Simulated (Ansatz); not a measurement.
Relaxed TaAs (NbAs type, space group I4_1md):

```
CELL_PARAMETERS angstrom
     -1.73153     1.73153     5.86650
      1.73153    -1.73153     5.86650
      1.73153     1.73153    -5.86650
ATOMIC_POSITIONS crystal
  Ta 0.99912 0.99912 0.00000
  Ta 0.74912 0.24912 0.50000
  As 0.41688 0.41688 0.00000
  As 0.16688 0.66688 0.50000
```

In this cell atom 4 (As, nearest neighbour Ta at 2.622 Å; its periodic images, 3.5 Å or more away, move with it) is moved by s along Cartesian x, unit vector (1.000, 0.000, 0.000); all other atoms and the cell stay fixed.

Method: PBE (plane waves to 420 eV, PAW, scalar-relativistic; Ansatz, a first-principles code). k mesh 15×15×15 (Γ-centred), Fermi-Dirac smearing 0.05 eV. E stands for the smeared free energy. With partly filled bands, energies and forces of such displacements shift with the k mesh and the smearing. At this level the bands of TaAs touch or barely overlap. Spin-orbit coupling is left out, though Ta is heavy. TaAs is run without spin polarisation. TaAs was relaxed with its symmetry unable to fall. ΔE is measured from the undisplaced structure.

Successive frames, forces in eV/Å:

```tsv
frame	ΔE (meV/cell)	F on Ta1	F on Ta2	F on As3	F on As4
s = 0.790 Å	4596	(3.580, 0.000, -5.724)	(6.956, 0.000, 4.639)	(0.211, 0.000, 0.789)	(-10.747, 0.000, 0.296)
s = 0.632 Å	3000	(3.113, 0.000, -3.576)	(6.041, 0.000, 2.889)	(0.216, 0.000, 0.553)	(-9.370, 0.000, 0.134)
s = 0.474 Å	1677	(2.428, 0.000, -1.936)	(4.650, 0.000, 1.553)	(0.189, 0.000, 0.328)	(-7.267, 0.000, 0.055)
s = 0.316 Å	726	(1.594, 0.000, -0.813)	(2.992, 0.000, 0.646)	(0.157, 0.000, 0.147)	(-4.743, 0.000, 0.020)
```

What are the energy and the forces in the next frame, s = 0.158 Å?

ΔE (meV/cell) = 175.

| atom | Fx | Fy | Fz |
|---|---|---|---|
| Ta1 | 0.764 | 0.000 | -0.186 |
| Ta2 | 1.392 | 0.000 | 0.148 |
| As3 | 0.102 | 0.000 | 0.036 |
| As4 | -2.258 | 0.000 | 0.002 |

(For displaced atoms, the force is minus the slope of the energy, and its curvature is a force constant, which sets phonon frequencies.)
